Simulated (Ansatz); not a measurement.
ScIr:
```xyz
2
Lattice="3.1621 0.0000 0.0000 0.0000 3.1621 0.0000 0.0000 0.0000 3.1621" Properties=species:S:1:pos:R:3 pbc="T T T"
Sc     1.5811     1.5811     1.5811
Ir     0.0000     0.0000     0.0000
```

Relaxed with LDA. Special points in fractions of this cell's reciprocal vectors: Γ (0.000, 0.000, 0.000); X (0.000, 0.500, 0.000); M (0.500, 0.500, 0.000); R (0.500, 0.500, 0.500).

**Question.** List the band energies nearest the Fermi level at these points for plane-wave PAW LDA (Ansatz code).

**Answer.** In eV from the Fermi level; about four levels below and three above (degenerate sets whole), none deeper than 8.9 eV; points with the same levels are listed once.

| k | below | above |
|---|---|---|
| Γ | -5.24 -5.24 -1.93 -1.93 -1.93 | 2.29 2.29 4.51 4.51 4.51 |
| X | -3.07 -2.36 -2.36 -1.29 | 0.01 0.49 1.64 1.64 |
| M | -5.13 -3.39 -3.39 -0.26 | 0.34 0.96 0.96 |
| R | -1.18 -1.18 -1.18 -0.18 -0.18 | 4.54 4.54 4.66 |

Space group Pm-3m (CsCl type). The first step of the workflow began from a Materials Project structure, measured or hypothetical; the Crystallography Open Database files this formula in space group No. 221, but the cells were not matched. Its standing as an ambient phase is unchecked. The LDA relaxation kept the symmetry of its start; of distortions, only those at the zone centre were tested. The run is not spin-polarised. Spin–orbit coupling is left out wherever it is not named.

Potentials: the later of the program's two PAW sets.
